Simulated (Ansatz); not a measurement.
Calculated with Ansatz: YMn2Sn2, settings compared

Input:

```yaml
crystal:
  lattice:
    - [0.0, 4.242439, 0.0]
    - [4.242439, 0.0, 0.0]
    - [2.121219, 2.121219, -5.565826]
  atoms:
    - { symbol: "Y", position: [0.0, 0.0, 0.0] }
    - { symbol: Mn, position: [0.75, 0.25, 0.5] }
    - { symbol: Mn, position: [0.25, 0.75, 0.5] }
    - { symbol: Sn, position: [0.3799, 0.3799, 0.2402] }
    - { symbol: Sn, position: [0.6201, 0.6201, 0.7598] }
  symmetry: { tolerance: 0.0003 }
kpoints:
  mp_grid: { grid: [5, 5, 5], shift: [0, 0, 0] }
magnetization:
  spin_polarized: false
scf:
  occupations: { method: fermi_dirac }
hamiltonian:
  pseudopotentials: { kind: paw }
  xc: pbe
basis:
  ecutwfc: 420
output:
  forces: true
  stress: true
  eigenvalues: true
  write_density: true
  write_potential: true
  elf: true
  volumetric_format: npy
```

The command:

```bash
ansatz run input.yaml --threads 1 --pin off --max-ram 2560MiB --backend cpu --events-out ev --progress --plain --runs-dir out
```

Origin of the cell: a known structure type with other elements, at an estimated volume, so it need not be a known compound.

The smearing width isn't typed, so it takes its default of 0.1 eV.

Output of this run (shortened):

```
SCF iter   1: F=—  HF=-23694.174149 eV  Δρ=5.83e-3  dr2=6.32e-2
SCF iter   2: F=—  HF=-23694.171787 eV  Δρ=2.96e-3  dr2=2.00e-2
SCF iter   3: F=—  HF=-23694.170415 eV  Δρ=5.50e-4  dr2=2.26e-4
SCF iter   4: F=—  HF=-23694.170393 eV  Δρ=3.69e-4  dr2=6.14e-5
SCF iter   5: F=—  HF=-23694.170400 eV  Δρ=1.23e-4  dr2=9.83e-6
SCF iter   6: F=—  HF=-23694.170398 eV  Δρ=2.50e-5  dr2=7.01e-7
SCF iter   7: F=—  HF=-23694.170398 eV  Δρ=1.35e-5  dr2=1.68e-7
SCF iter   8: F=-23694.170398 eV  HF=-23694.170398 eV  Δρ=3.09e-6  dr2=1.54e-8
SCF 1 converged in 8 iterations: F = -23694.170398 eV  dr2 = 1.54e-8
SCF converged after 8 iterations
Free energy (F): -23694.170398 eV
Harris-Foulkes:  -23694.170398 eV  (|F-HF|=8.26e-9)
Internal energy: -23693.851341 eV  (E = F + TS)
E sigma→0 (E₀):  -23694.010869 eV
Entropy (-TS):   -0.319058 eV (-63.812 meV/atom)
Fermi energy:    13.268296 eV
--- Per-component energies (eV) ---
  E_band       = -677.496413
  E_kinetic    = 1297.838030
  E_local      = -6854.877798  (includes V_loc(G=0)·N_el)
  E_nonlocal   = 471.176057
  E_hartree    = 3233.565812
  E_xc         = -1166.545675
  E_vxc        = -684.003157  (∫ρ·V_xc dr)
  E_paw        = -13705.549792  (= ΣΔE_a)
  E_vpaw       = -1374.749893  (= ΣTr[D̂ρ^β])
  E_aug_tail   = -0.000016  (compensation charges beyond the density's cutoff)
  E_ewald      = -6969.457957
  E_smearing   = -0.319058  (= −TS)
  Σ components = -23694.170398   (vs F -23694.170398, Δ=0.00e0)
--- Forces (eV/Å), atoms counted from 1 ---
  atom   1  Y      0.000000     0.000000     0.000000
  atom   2  Mn    -0.000000     0.000000    -0.000000
  atom   3  Mn     0.000000    -0.000000     0.000000
  atom   4  Sn    -0.000000    -0.000000    -1.348808
  atom   5  Sn     0.000000     0.000000     1.348808
  max |Σ_I F_I| component: 2.22e-16 eV/Å
--- Stress (GPa, compression-positive) ---
       -2.161297       0.000000       0.000000
        0.000000      -2.161297       0.000000
        0.000000       0.000000       4.178866
  P = ⅓ Tr σ = -0.0479 GPa (-0.479 kbar)
```

The same input was run again with these changes:

1. `kpoints.mp_grid.grid` [5, 5, 5] → [2, 2, 2]; `basis.xc_grid` default → 1
2. `scf.lower_state_search` default → standard
3. `hamiltonian.xc` pbe → r2scan
4. `scf.occupations.method` fermi_dirac → methfessel_paxton; `scf.occupations.width` default → 0.2; `basis.xc_grid` default → 2; `hamiltonian.xc` pbe → rpbe

```csv
run,end,SCF iterations,P (GPa),max force component (eV/Å),moment (μB),ΔE(σ→0) (meV/atom)
base,converged,8,-0.05,1.349,–,0
1,converged,9,-0.48,1.590,–,26.75
2,converged,8,-0.05,1.349,–,0.00
3,converged,10,-2.03,1.543,–,–
4,converged,7,2.28,1.326,–,–
```

Energies are compared only where functional, datasets, charge and starting cell are the same.

Not properties of the system: run 1 (too coarse or loose: `kpoints.mp_grid.grid` = [2, 2, 2]), run 4 (too coarse or loose: `scf.occupations.width` = 0.2).

Caveats of the base run: no spin polarisation, so a magnetic state may lie lower; the k mesh is coarse if the cell is a metal.

Run 3: the cutoff lies below the datasets' advice.
Run 4: forces of this functional can be a tenth off on datasets made under PBE; wide smearing.

The base run took 3.4 s on 1 thread of Intel(R) Xeon(R) 6975P-C (Granite Rapids) (shared host), peak memory 0.44 GiB, from the program's own first density.
